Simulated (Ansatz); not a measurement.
# Property card for In

In:
```yaml
crystal:
  lattice:
    - [0.00000, 3.28286, 3.28286]
    - [3.28286, 0.00000, 3.28286]
    - [3.28286, 3.28286, 0.00000]
  atoms:
    - { symbol: In, position: [0.00000, 0.00000, 0.00000] }
    - { symbol: In, position: [0.25000, 0.25000, 0.25000] }
```

Space group Fd-3m (No. 227), diamond; conventional cell a = 6.566 Å, b = 6.566 Å, c = 6.566 Å, α = 90.00°, β = 90.00°, γ = 90.00°.

Method: the program Ansatz at the PBEsol level (PAW). Geometry: relaxed at this level of theory. Other levels are named where they apply.

Cell and energy:

```
Quantity             Result
---------------  ----------
Volume per atom    35.38 Å³
Density          5.39 g/cm³
```

Electronic structure:

```
Property                                                                    Result
------------------------------------  --------------------------------------------
Electronic character                                             metallic (no gap)
Density of states at the Fermi level  0.79 states/eV per atom (mean over ±0.08 eV)
Gap with spin–orbit coupling                                       none (metallic)
```

Mechanics:

```
Quantity                                                               Result
-------------------------------------  --------------------------------------
Bulk modulus (Birch–Murnaghan fit)                                   27.4 GPa
Pressure derivative B′                                                    5.1
Elastic constants (relaxed ions, GPa)     C11 = 19.7, C12 = 31.8, C44 = -14.4
Mechanical stability                   unstable (C has a negative eigenvalue)
```

Phonons:

```
Quantity                                       Result
-----------------------------  ----------------------
Highest zone-centre frequency                126 cm⁻¹
Zone-centre stability          no imaginary mode at Γ
```

The start of the workflow was typed in or built on a structure type; neither database checked (COD, Materials Project) lists it. It is not the phase usual at ambient conditions (space group No. 139). The PBEsol relaxation kept the symmetry of its start. The volume moved by -16 % from the start of the relaxation. As this level gives no gap, shear constants depend on the k-mesh and smearing (Fermi–Dirac, 0.1 eV here). As this level gives no gap, phonon frequencies hold no LO–TO term and depend on the k-mesh and smearing (Fermi–Dirac, 0.1 eV here). Spin–orbit coupling is left out wherever it is not named.

Potentials: the earlier of the program's two PAW sets. The files were generated under PBE; for other functionals the program regenerates the frozen cores, and for LDA and PBEsol the local potential too.
